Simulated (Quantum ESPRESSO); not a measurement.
Parts of the isotropic shielding in SiC, by PBE GIPAW (a modified build of Quantum ESPRESSO, JTH PAW datasets), 20 Ha, k-mesh 10×10×10 shifted:

```
CSi
1.0
    0.00000     2.17699     2.17699
    2.17699     0.00000     2.17699
    2.17699     2.17699     0.00000
Si C
1 1
Direct
  0.25000   0.25000   0.25000
  0.00000   0.00000   0.00000
```
The geometry is a computed Materials Project entry, not a measured one. It is SiC in F-43m. Stability against distortions was not tested.

The core term is that of the free atom's frozen core; the paramagnetic column sums the reconstruction terms. These are absolute shieldings with no macroscopic susceptibility term; δ = σ_ref − σ needs a reference computed alike. By our sweeps, such settings leave a few ppm in absolute σ. No d partial waves on Si: the paramagnetic term there is incompletely reconstructed.

```csv
site,core,bare (smooth current),diamagnetic correction,paramagnetic corrections,σ_iso (ppm)
Si (atom 1),837.8,-26.9,3.3,?,?
C (atom 2),200.5,5.9,7.2,?,?
```

Q: Some entries are withheld; supply them.

A: 
- Si (atom 1), paramagnetic corrections: -455.4
- Si (atom 1), σ_iso (ppm): 358.7
- C (atom 2), paramagnetic corrections: -71.8
- C (atom 2), σ_iso (ppm): 141.8
